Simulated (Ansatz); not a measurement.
**Is this Nd4O structure a true minimum?**

The structure comes from a generated guess, relaxed at this level; another structure or a mixture of phases may lie lower.

These are results of DFT PBE, scalar-relativistic, plane waves, PAW, and for the lanthanide a 4f-in-core norm-conserving potential, in Ansatz 0.2.0, not measurements. Settings: cutoff 660 eV, Γ-centred mesh 8×8×8 on the computed 5-atom cell, Gaussian smearing of 0.10 eV; no spin polarisation.

The cell below (5 atoms, space group Pm-3m (No. 221)) is relaxed within its symmetry.

```yaml
crystal:
  lattice:
    - [5.12455, 0.00000, 0.00000]
    - [0.00000, 5.12455, 0.00000]
    - [0.00000, 0.00000, 5.12455]
  atoms:
    - { symbol: Nd, position: [0.00000, 0.50000, 0.50000] }
    - { symbol: Nd, position: [0.50000, 0.00000, 0.50000] }
    - { symbol: Nd, position: [0.50000, 0.50000, 0.00000] }
    - { symbol: Nd, position: [0.00000, 0.00000, 0.00000] }
    - { symbol: O, position: [0.50000, 0.50000, 0.50000] }
```

For the test a repeat of it with 10 atoms (edges 5.12, 5.12, 10.25 Å) was strained at random (σ = 1.5 % a component), the atoms were moved at random (σ = 0.10 Å), and all was relaxed again on a coarse 4×4×2 mesh (in the run’s order of axes) with 0.20 eV smearing, with no symmetry imposed.

Task: Does it come back?

Result: It returns, within 1 meV/atom of the unmoved cell on that mesh and with the same symmetry when read at 0.1 Å. So it is stable against the distortions that fit this cell and that this random move excites. Modes that don't fit the cell aren't tested.

The lanthanide is trivalent by construction, without f bands, f moments or other valences.
